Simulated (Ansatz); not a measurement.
# MoS2: 97Mo nuclear quadrupole resonance

Cell: a computed structure from the Materials Project (it need not be an observed phase) whose atoms were relaxed with PBE, the cell held.

Space group P6_3/mmc (No. 194); a = 3.1854, c = 13.1784 Å, γ = 120.00°.

```csv
site,Wyckoff,site symmetry,x,y,z
Mo,2b,-6m2,0.0000,0.0000,0.2500
S,4f,3m.,0.3333,0.6667,0.3684
```

One atom of each set is listed.

All values are calculated (Ansatz; DFT, LDA, plane waves and PAW, scalar-relativistic, collinear spin, 420 eV cutoff, Γ-centred 11×11×3 k-points, Fermi–Dirac smearing 0.02 eV), not measured. Start moments as typed (μB): 2 on each Mo, none on the rest.

97Mo: I = 5/2, Q = 255.0 mb (year-2017 value). Static lattice, zero field.

Q: The simulated lines lie at 7.16, 14.3 MHz. What are |C_Q|, η and |V_zz| at Mo?

A: For I = 5/2 and η = 0 the lines are 3|C_Q|/20 and twice that; η pulls their ratio below 2. Here |C_Q| = 47.8 MHz, η = 0.00 and |V_zz| = 7.75 × 10²¹ V/m². The calculation gives V_zz negative; the lines don't show the sign. The site has 6 S at 2.41 Å.

An axis of threefold or higher order runs through Mo, so V_zz lies along it and η is zero.

At this cell the LDA pressure is -6 GPa, so with LDA the cell would shrink if it were relaxed. The largest force is 0.5 eV/Å, so the atoms aren't at the calculated equilibrium and relaxing them would move these values. Without spin–orbit coupling (the program notes it for Mo) the gradients can shift somewhat, as the gap is small. The start moments die out, and the run ends without spin.
